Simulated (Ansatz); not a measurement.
An Ansatz (a quantum-chemistry and plane-wave program) input:

Ansatz 0.2 input:
```yaml
crystal:
  lattice:
    - [-4.0468095445, 4.0468095445, 4.0468095445]
    - [4.0468095445, -4.0468095445, 4.0468095445]
    - [4.0468095445, 4.0468095445, -4.0468095445]
  atoms:
    - { symbol: Sb, position: [0.0, 0.25, 0.5] }
    - { symbol: Sb, position: [0.25, 0.5, 0.0] }
    - { symbol: Sb, position: [0.5, 0.0, 0.25] }
    - { symbol: Sb, position: [0.25, 0.25, 0.25] }
kpoints:
  mp_grid: { grid: [5, 5, 5] }
  band_path:
    path:
      - [[0.0, 0.0, 0.0], [0.5, -0.5, 0.5], [0.0, 0.0, 0.5], [0.0, 0.0, 0.0], [0.25, 0.25, 0.25], [0.5, -0.5, 0.5]]  # Γ-H-N-Γ-P-H
      - [[0.25, 0.25, 0.25], [0.0, 0.0, 0.5]]  # P-N
    npoints: 12
basis: { xc_grid: 2 }
hamiltonian:
  xc: pbe
  pseudopotentials: { kind: paw }
magnetization: { noncollinear: true, spin_orbit: true }
scf:
  n_extra_bands: 12
  convergence: { dr2_threshold: 0.0000000001 }
  occupations: { method: gaussian, width: 0.05 }
output: { eigenvalues: true }
```

Question: How many symmetry operations and irreducible k-points will the run report?

Answer: 24 operations, 10 of 125 k-points.

Question: With a cutoff of 420 eV, how many plane waves at Γ?

Answer: 5233.

It took very roughly 2.6 core-minutes on shared server cores.

Space group I4_132. The start of the workflow was typed in or built on a structure type; neither database checked (COD, Materials Project) lists it. It is not the phase usual at ambient conditions (space group No. 166). Symmetry was held in the PBE relaxation; its stability against distortions is not shown here. The volume moved by 71 % from the start of the relaxation.

Potentials: the later of the program's two PAW sets.

Ansatz is a plane-wave DFT program.
